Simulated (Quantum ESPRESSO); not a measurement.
## Al3ZnO5F (finding a planted mistake in a log)

Simulated, not a measurement. The program is pw.x of Quantum ESPRESSO 7.5 (plane-wave density functional theory). The cell is made up: 10 atoms on a corundum lattice, with randomly drawn elements, strain and displacements, not relaxed. PseudoDojo standard norm-conserving files (v0.5 for PBE, v0.4.1 for LDA and PBEsol) set the functional; there is no spin polarisation, spin-orbit coupling or dispersion term, and the masses in the input are unused placeholders.

Intended input:

```
&control calculation='scf', pseudo_dir='./dojo.nc.sr.pbe.v0_5.standard.upf', outdir='./o', disk_io='low', tprnfor=.true., tstress=.true. /
&system ibrav=0, nat=10, ntyp=4, nbnd=39, ecutwfc=84.00895049, nosym=.true., tot_charge=0,
 occupations='smearing', smearing='fd', degauss=0.0018374661
/
&electrons conv_thr=7.350e-09, electron_maxstep=60, /
ATOMIC_SPECIES
Al 1.0 Al.upf
F 1.0 F.upf
O 1.0 O.upf
Zn 1.0 Zn.upf
CELL_PARAMETERS angstrom
2.4703 1.4263 4.4922
-2.4703 1.4263 4.4922
0.0 -2.8525 4.4922
ATOMIC_POSITIONS angstrom
Al -0.2239 0.0881 4.6025
Al -0.1043 -0.1514 2.0018
Zn 0.0279 -0.1143 8.8551
Al -0.0692 0.0292 11.4453
O -0.8331 1.4374 7.9269
O -0.6407 -1.5432 7.8054
O 1.7154 -0.002 7.8441
O 0.8703 -1.3788 5.695
O 0.8312 1.5429 5.6253
F -1.6803 -0.1705 5.7157
K_POINTS automatic
5 5 5 1 1 1
```

The log is shortened where brackets say so; the opening notice, blank lines, dates and the lines on written files are dropped, and the path of the files is cut. It prints rydbergs, bohrs and kilobars, and counts compression as positive stress. Where no state is partly filled, the Fermi energy that it prints is only some level between the filled and the empty states on the mesh, and need not lie in the true gap.

Log of the intended run:

```
     Program PWSCF v.7.5
     Parallel version (MPI & OpenMP), running on       4 processor cores
     Number of MPI processes:                 4
     Threads/MPI process:                     1
     [start-up lines left out]
     bravais-lattice index     =            0
     lattice parameter (alat)  =      10.0559  a.u.
     unit-cell volume          =     640.8514 (a.u.)^3
     number of atoms/cell      =           10
     number of atomic types    =            4
     number of electrons       =        66.00
     number of Kohn-Sham states=           39
     kinetic-energy cutoff     =      84.0090  Ry
     charge density cutoff     =     336.0358  Ry
     scf convergence threshold =      7.3E-09
     mixing beta               =       0.7000
     number of iterations used =            8  plain     mixing
     Exchange-correlation= PBE
                           (   1   4   3   4   0   0   0)
     [axes and pseudopotential details left out]
   Cartesian axes
     site n.     atom                  positions (alat units)
         1        Al     tau(   1) = (  -0.0420759   0.0165560   0.8649150  )
         2        Al     tau(   2) = (  -0.0196004  -0.0284515   0.3761840  )
         3        Zn     tau(   3) = (   0.0052430  -0.0214796   1.6640758  )
         4        Al     tau(   4) = (  -0.0130043   0.0054873   2.1508336  )
         5        O      tau(   5) = (  -0.1565585   0.2701203   1.4896458  )
         6        O      tau(   6) = (  -0.1204022  -0.2900026   1.4668132  )
         7        O      tau(   7) = (   0.3223629  -0.0003758   1.4740858  )
         8        O      tau(   8) = (   0.1635493  -0.2591081   1.0702208  )
         9        O      tau(   9) = (   0.1562015   0.2899462   1.0571225  )
        10        F      tau(  10) = (  -0.3157668  -0.0320408   1.0741108  )
     number of k points=    63  Fermi-Dirac smearing, width (Ry)=  0.0018
                       cart. coord. in units 2pi/alat
        k(    1) = (   0.0000000   0.0000000   0.1184571), wk =   0.0320000
        k(    2) = (   0.0000000  -0.2487301   0.1974304), wk =   0.0320000
     [further k points left out]
     Dense  grid:    66673 G-vectors     FFT dimensions: (  60,  60,  60)
     Estimated max dynamical RAM per process >     178.12 MB
     Estimated total dynamical RAM >     663.66 MB
     Initial potential from superposition of free atoms
     starting charge      65.9925, renormalised to      66.0000
     Starting wfcs are   46 randomized atomic wfcs
     total cpu time spent up to now is        2.7 secs
     per-process dynamical memory:   142.3 Mb
     Self-consistent Calculation
     iteration #  1     ecut=    84.01 Ry     beta= 0.70
     Davidson diagonalization with overlap
     ethr =  1.00E-02,  avg # of iterations =  3.0
     total cpu time spent up to now is        7.3 secs
     total energy              =    -646.44811369 Ry
     estimated scf accuracy    <       2.14688917 Ry
     iteration #  2     ecut=    84.01 Ry     beta= 0.70
     Davidson diagonalization with overlap
     ethr =  3.25E-03,  avg # of iterations =  2.3
     total cpu time spent up to now is       11.8 secs
     total energy              =    -647.01327652 Ry
     estimated scf accuracy    <       2.01523923 Ry
     [iterations 3 to 10 left out]
     iteration # 11     ecut=    84.01 Ry     beta= 0.70
     Davidson diagonalization with overlap
     ethr =  3.91E-11,  avg # of iterations =  3.2
     total cpu time spent up to now is       51.7 secs
     total energy              =    -647.39589224 Ry
     estimated scf accuracy    <          9.3E-09 Ry
     iteration # 12     ecut=    84.01 Ry     beta= 0.70
     Davidson diagonalization with overlap
     ethr =  1.42E-11,  avg # of iterations =  2.0
     total cpu time spent up to now is       55.6 secs
     End of self-consistent calculation
     [lines on levels left out]
     the Fermi energy is    10.1061 ev
!    total energy              =    -647.39589224 Ry
     estimated scf accuracy    <          2.2E-09 Ry
     smearing contrib. (-TS)   =       0.00000000 Ry
     internal energy E=F+TS    =    -647.39589224 Ry
     The total energy is F=E-TS. E is the sum of the following terms:
     one-electron contribution =    -445.89578338 Ry
     hartree contribution      =     261.14916973 Ry
     xc contribution           =    -105.27016915 Ry
     ewald contribution        =    -357.37910943 Ry
     convergence has been achieved in  12 iterations
     Forces acting on atoms (cartesian axes, Ry/au):
     atom    1 type  1   force =     0.19067761   -0.04857579   -0.01090032
     atom    2 type  1   force =     0.01363653    0.14582678    0.06077963
     atom    3 type  4   force =    -0.07442692    0.02638195   -0.11028230
     atom    4 type  1   force =    -0.03797937   -0.14461633    0.08462130
     atom    5 type  3   force =    -0.05525426    0.02669716   -0.03970562
     atom    6 type  3   force =    -0.11350798   -0.10176857   -0.02418872
     atom    7 type  3   force =     0.09106891    0.10225790   -0.02751356
     atom    8 type  3   force =    -0.00242770   -0.02984008    0.00397780
     atom    9 type  3   force =    -0.03877546   -0.04844073    0.04052730
     atom   10 type  2   force =     0.02698863    0.07207770    0.02268449
     Total force =     0.416431     Total SCF correction =     0.000085
     Computing stress (Cartesian axis) and pressure
          total   stress  (Ry/bohr**3)                   (kbar)     P=       16.07
  -0.00038751   0.00008464  -0.00039143          -57.00       12.45      -57.58
   0.00008464   0.00022692   0.00028382           12.45       33.38       41.75
  -0.00039143   0.00028382   0.00048836          -57.58       41.75       71.84
     init_run     :      2.55s CPU      2.63s WALL (       1 calls)
     electrons    :     52.65s CPU     52.91s WALL (       1 calls)
     forces       :      0.77s CPU      0.77s WALL (       1 calls)
     stress       :      2.53s CPU      2.53s WALL (       1 calls)
     [timing details left out]
     PWSCF        :     58.59s CPU     58.95s WALL
     JOB DONE.
```

A second run was made from an input with one planted mistake. Its log:

```
     Program PWSCF v.7.5
     Parallel version (MPI & OpenMP), running on       4 processor cores
     Number of MPI processes:                 4
     Threads/MPI process:                     1
     [start-up lines left out]
     bravais-lattice index     =            0
     lattice parameter (alat)  =      10.0559  a.u.
     unit-cell volume          =     640.8514 (a.u.)^3
     number of atoms/cell      =           10
     number of atomic types    =            4
     number of electrons       =        66.00
     number of Kohn-Sham states=           39
     kinetic-energy cutoff     =      54.2420  Ry
     charge density cutoff     =     216.9680  Ry
     scf convergence threshold =      7.3E-09
     mixing beta               =       0.7000
     number of iterations used =            8  plain     mixing
     Exchange-correlation= PBE
                           (   1   4   3   4   0   0   0)
     [axes and pseudopotential details left out]
   Cartesian axes
     site n.     atom                  positions (alat units)
         1        Al     tau(   1) = (  -0.0420759   0.0165560   0.8649150  )
         2        Al     tau(   2) = (  -0.0196004  -0.0284515   0.3761840  )
         3        Zn     tau(   3) = (   0.0052430  -0.0214796   1.6640758  )
         4        Al     tau(   4) = (  -0.0130043   0.0054873   2.1508336  )
         5        O      tau(   5) = (  -0.1565585   0.2701203   1.4896458  )
         6        O      tau(   6) = (  -0.1204022  -0.2900026   1.4668132  )
         7        O      tau(   7) = (   0.3223629  -0.0003758   1.4740858  )
         8        O      tau(   8) = (   0.1635493  -0.2591081   1.0702208  )
         9        O      tau(   9) = (   0.1562015   0.2899462   1.0571225  )
        10        F      tau(  10) = (  -0.3157668  -0.0320408   1.0741108  )
     number of k points=    63  Fermi-Dirac smearing, width (Ry)=  0.0018
                       cart. coord. in units 2pi/alat
        k(    1) = (   0.0000000   0.0000000   0.1184571), wk =   0.0320000
        k(    2) = (   0.0000000  -0.2487301   0.1974304), wk =   0.0320000
     [further k points left out]
     Dense  grid:    34551 G-vectors     FFT dimensions: (  48,  48,  48)
     Estimated max dynamical RAM per process >      94.14 MB
     Estimated total dynamical RAM >     351.25 MB
     Check: negative core charge=   -0.000084
     Initial potential from superposition of free atoms
     starting charge      65.9925, renormalised to      66.0000
     Starting wfcs are   46 randomized atomic wfcs
     total cpu time spent up to now is        2.0 secs
     per-process dynamical memory:    78.0 Mb
     Self-consistent Calculation
     iteration #  1     ecut=    54.24 Ry     beta= 0.70
     Davidson diagonalization with overlap
     ethr =  1.00E-02,  avg # of iterations =  3.0
     total cpu time spent up to now is        4.7 secs
     total energy              =    -646.07260210 Ry
     estimated scf accuracy    <       2.06959523 Ry
     iteration #  2     ecut=    54.24 Ry     beta= 0.70
     Davidson diagonalization with overlap
     ethr =  3.14E-03,  avg # of iterations =  2.3
     total cpu time spent up to now is        7.4 secs
     total energy              =    -646.61229742 Ry
     estimated scf accuracy    <       1.91153194 Ry
     [iterations 3 to 10 left out]
     iteration # 11     ecut=    54.24 Ry     beta= 0.70
     Davidson diagonalization with overlap
     ethr =  2.52E-11,  avg # of iterations =  3.2
     total cpu time spent up to now is       31.7 secs
     total energy              =    -646.97891585 Ry
     estimated scf accuracy    <          1.0E-08 Ry
     iteration # 12     ecut=    54.24 Ry     beta= 0.70
     Davidson diagonalization with overlap
     ethr =  1.51E-11,  avg # of iterations =  2.0
     total cpu time spent up to now is       33.9 secs
     End of self-consistent calculation
     [lines on levels left out]
     the Fermi energy is    10.0430 ev
!    total energy              =    -646.97891585 Ry
     estimated scf accuracy    <          2.0E-09 Ry
     smearing contrib. (-TS)   =       0.00000000 Ry
     internal energy E=F+TS    =    -646.97891585 Ry
     The total energy is F=E-TS. E is the sum of the following terms:
     one-electron contribution =    -444.50784778 Ry
     hartree contribution      =     260.01796147 Ry
     xc contribution           =    -105.10992011 Ry
     ewald contribution        =    -357.37910944 Ry
     convergence has been achieved in  12 iterations
     Forces acting on atoms (cartesian axes, Ry/au):
     atom    1 type  1   force =     0.19046104   -0.04861738   -0.01095937
     atom    2 type  1   force =     0.01394276    0.14540134    0.06073873
     atom    3 type  4   force =    -0.07594787    0.02077716   -0.11200807
     atom    4 type  1   force =    -0.03792377   -0.14448888    0.08461641
     atom    5 type  3   force =    -0.05751464    0.02925818   -0.04049194
     atom    6 type  3   force =    -0.11287323   -0.10138850   -0.02425703
     atom    7 type  3   force =     0.09423126    0.10164803   -0.03002658
     atom    8 type  3   force =    -0.00281919   -0.03007102    0.00592996
     atom    9 type  3   force =    -0.03896523   -0.04755975    0.04033323
     atom   10 type  2   force =     0.02740888    0.07504081    0.02612466
     Total force =     0.418270     Total SCF correction =     0.000052
     Computing stress (Cartesian axis) and pressure
          total   stress  (Ry/bohr**3)                   (kbar)     P=     -654.26
  -0.00494359   0.00009852  -0.00040447         -727.23       14.49      -59.50
   0.00009852  -0.00432392   0.00029736           14.49     -636.07       43.74
  -0.00040447   0.00029736  -0.00407512          -59.50       43.74     -599.47
     init_run     :      1.85s CPU      1.89s WALL (       1 calls)
     electrons    :     31.84s CPU     31.97s WALL (       1 calls)
     forces       :      0.38s CPU      0.38s WALL (       1 calls)
     stress       :      1.25s CPU      1.25s WALL (       1 calls)
     [timing details left out]
     PWSCF        :     35.40s CPU     35.58s WALL
     JOB DONE.
```

Question: what was wrong in the second input?

Answer: the plane-wave cutoff is too low. The input lines that differ, file-writing options aside:

```
- &system ibrav=0, nat=10, ntyp=4, nbnd=39, ecutwfc=84.00895049, nosym=.true., tot_charge=0,
+ &system ibrav=0, nat=10, ntyp=4, nbnd=39, ecutwfc=54.24199953, nosym=.true., tot_charge=0,
```

|  | intended run | run with the mistake |
| --- | --- | --- |
| free energy (eV) | -8808.270 | -8802.597 |
| smearing term -TS (eV) | 0.0000 | 0.0000 |
| pressure (GPa) | 1.61 | -65.43 |
| largest force component (eV/Å) | 4.903 | 4.897 |
| largest change of a force component (eV/Å) |  | 0.144 |
| iterations | 12 | 12 |

For scale, a rerun of the intended cell at a cutoff of 1437 eV and k mesh 7 x 7 x 7 moved values by no more than 0.003 eV in energy, 0.03 GPa in stress and 0.002 eV/Å in force.